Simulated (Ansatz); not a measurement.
Stackings of close-packed layers of Ti (one atom a layer), each relaxed to a stress under 0.05 GPa; h and k mark layers whose two neighbours have the same or different letters; energies count from the stacking AB (P6_3/mmc).

Computed with DFT r2SCAN, scalar-relativistic, plane waves, PAW in Ansatz.

Plane waves to 500 eV, a k mesh through Γ of 18×18×5 on the computed 4-atom cell and Gaussian smearing (0.10 eV); no spin polarisation.

Start (ABAC (khkh)):

```yaml
crystal:
  lattice:
    - [2.93582, 0.00000, 0.00000]
    - [-1.46791, 2.54250, 0.00000]
    - [0.00000, 0.00000, 9.27346]
  atoms:
    - { symbol: Ti, position: [0.00000, 0.00000, 0.00000] }
    - { symbol: Ti, position: [0.33333, 0.66667, 0.25000] }
    - { symbol: Ti, position: [0.00000, 0.00000, 0.50000] }
    - { symbol: Ti, position: [0.66667, 0.33333, 0.75000] }
```

**Question.** What does the relaxation give?

**Answer.** The free energy falls by 1 meV/atom.

| Item | Value |
| --- | --- |
| excess energy (meV/atom) | 46.2 |
| spacing of like layers (Å) | 2.340 |
| a (Å) | 2.931 |
| gap on the mesh (eV) | 0 |

Relaxed structure:
```xyz
4
Lattice="2.9307 0.0000 0.0000 -1.4653 2.5380 0.0000 0.0000 0.0000 9.3611" Properties=species:S:1:pos:R:3 pbc="T T T"
Ti    0.0000    0.0000    0.0000
Ti    0.0000    1.6920    2.3403
Ti    0.0000    0.0000    4.6806
Ti    1.4653    0.8460    7.0209
```

Small energy differences in metals hang on the k mesh (about 10 mJ/m² or 1 to 2 meV/atom on the mesh of the relaxation).

Time: 56 s on 1 thread of Intel(R) Xeon(R) 6975P-C (Granite Rapids), with other jobs on the host, peak memory 0.74 GiB.